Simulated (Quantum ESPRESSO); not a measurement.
```
CELL_PARAMETERS angstrom
      3.71889     0.00000     0.00000
      0.00000     3.71889     0.00000
      0.00000     0.00000    20.00000
ATOMIC_POSITIONS crystal
  O  0.00000 0.00000 0.00000
  O  0.50000 0.50000 0.00000
  Br 0.50000 0.00000 0.13723
  Br 0.00000 0.50000 0.86277
  Lu 0.00000 0.50000 0.05538
  Lu 0.50000 0.00000 0.94462
```

The layer was cut from Materials Project entry mp-973981 and relaxed with PBEsol in a cell 20.0 Å high, with the Coulomb interaction truncated along z.

**Question.** What does PBEsol (pw.x of Quantum ESPRESSO, ONCV potentials, without SOC) give for the electronic structure near the Fermi level?

**Answer.** The PBEsol gap is direct, 4.34 eV at Γ. The valence-band maximum lies 7.13 eV below the vacuum level. Spin-orbit splittings are left out. The 4f states are in the valence at their DFT position.

This is a model layer cut from the bulk structure; whether it is stable on its own was not checked.
